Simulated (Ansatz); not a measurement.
VCu$_{3}$S$_{4}$:
```xyz
8
Lattice="5.4582 0.0000 0.0000 0.0000 5.4582 0.0000 0.0000 0.0000 5.4582" Properties=species:S:1:pos:R:3 pbc="T T T"
V      0.0000     0.0000     0.0000
Cu     2.7291     0.0000     0.0000
Cu     0.0000     0.0000     2.7291
Cu     0.0000     2.7291     0.0000
S      1.2594     1.2594     1.2594
S      1.2594     4.1988     4.1988
S      4.1988     1.2594     4.1988
S      4.1988     4.1988     1.2594
```

Relaxed with HSE06.

Give the Bader charges and basin volumes of the independent atoms, HSE06 (plane waves, PAW; program Ansatz).



```tsv
atom	Bader charge (e)	Bader volume (Å³)
V1	+1.53	9.1
Cu2	+0.50	14.1
S5	-0.76	27.8
```

Space group P-43m. The cell is a constructed one: a structure type filled with these elements; the Crystallography Open Database files this formula in space group No. 215, but the cells were not matched. Whether it is the stable phase at ambient conditions was not checked. The cell was relaxed with HSE06 under the symmetry of its start; whether a distortion lowers the energy is not shown. The workflow began spin-polarised and lost its moments.

Potentials: the later of the program's two PAW sets.
